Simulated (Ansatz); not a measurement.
# Mg2C3: a vibration from a frozen displacement

Level of theory: Ansatz, DFT r2SCAN, scalar-relativistic, plane waves, PAW. Settings: plane waves to 500 eV, k-mesh 8×8×6 (Γ-centred), Gaussian smearing 0.05 eV. No spin polarisation. Energies are free energies at this smearing, counted from the undisturbed cell; pressure is positive in compression.

Reference structure (relaxed at this level; it needn't be the usual structure):

```yaml
crystal:
  lattice:
    - [2.38702, -2.33941, -0.00634]
    - [2.38702, 2.33941, -0.00634]
    - [-1.22536, 0.00000, 4.85842]
  atoms:
    - { symbol: Mg, position: [0.80824, 0.80824, 0.19843] }
    - { symbol: Mg, position: [0.19176, 0.19176, 0.80157] }
    - { symbol: C, position: [0.30417, 0.30417, 0.26146] }
    - { symbol: C, position: [0.69583, 0.69583, 0.73854] }
    - { symbol: C, position: [0.50000, 0.50000, 0.50000] }
```

Every C atom is moved by x along the Cartesian unit vector (1.000, 0.000, 0.000); the cell and all other atoms stay fixed. The cell's volume is 54.22 Å³; the moved atoms weigh 36.033 u together and the others 48.610 u. Some rows repeat others by symmetry and weren't run.

| x (Å) | ΔE (meV/cell) | total force on the moved atoms along the move (eV/Å) | pressure (GPa) |
| --- | --- | --- | --- |
| -0.1000 | 39.69 | 0.8114 | 0.4258 |
| -0.0875 | 30.24 | 0.7027 | 0.3205 |
| -0.0750 | 22.12 | 0.5971 | 0.2296 |
| -0.0625 | 15.30 | 0.4938 | 0.1529 |
| -0.0500 | 9.76 | 0.3927 | 0.0903 |
| -0.0250 | 2.43 | 0.1947 | 0.0071 |
| 0.0000 | 0.00 | 0.0000 | -0.0206 |
| 0.0250 | 2.43 | -0.1947 | 0.0071 |
| 0.0500 | 9.76 | -0.3927 | 0.0903 |
| 0.0625 | 15.30 | -0.4938 | 0.1529 |
| 0.0750 | 22.12 | -0.5971 | 0.2296 |
| 0.0875 | 30.24 | -0.7027 | 0.3205 |
| 0.1000 | 39.69 | -0.8114 | 0.4258 |

**Question.** What frequency belongs to this motion?

**Answer.** The force constant is k = −dF/dx = 7.788 eV/Å², from the parabola through x = -0.0250, 0 and 0.0250. In every cell the moved atoms swing against the rest, so the mass is μ = m₁m₂/(m₁ + m₂) = 20.694 u, and ν̃ = 521.5 cm⁻¹ × √(|k|/μ) = 320 cm⁻¹. The pattern needn't be a normal mode: ν̃² is then a weighted mean of the squared nonzero frequencies at the zone centre of this cell, taken without macroscopic field, so it lies between the lowest and the highest of them.

**Question.** How far does the harmonic law reach?

**Answer.** At x = -0.100 Å, kx²/2 = 38.94 meV against the computed 39.69 meV (+1.9 %): the well is still close to harmonic there.

**Question.** The pressure changes with x². What does that say about the frequency under compression?

**Answer.** With E = k(V)x²/2, k ∝ V^(−2γ) and x scaling with the cell as V^(1/3), P − P0 = −∂E/∂V = (2γ − 2/3) ΔE/V. At x = 0.0500 Å, V(P − P0) = 54.22 × 0.11092 / 160.2 eV = 37.54 meV and ΔE = 9.76 meV, so γ = 1/3 + V(P − P0)/(2ΔE) = 2.26. This is the Grüneisen parameter of the motion under uniform scaling of the cell: shrinking the cell evenly by 1 % in volume raises the frequency by about 2.26 %.

Cost: 7 runs of about 2.3 core-minutes in all, on Arm Neoverse V2 (shared hosts).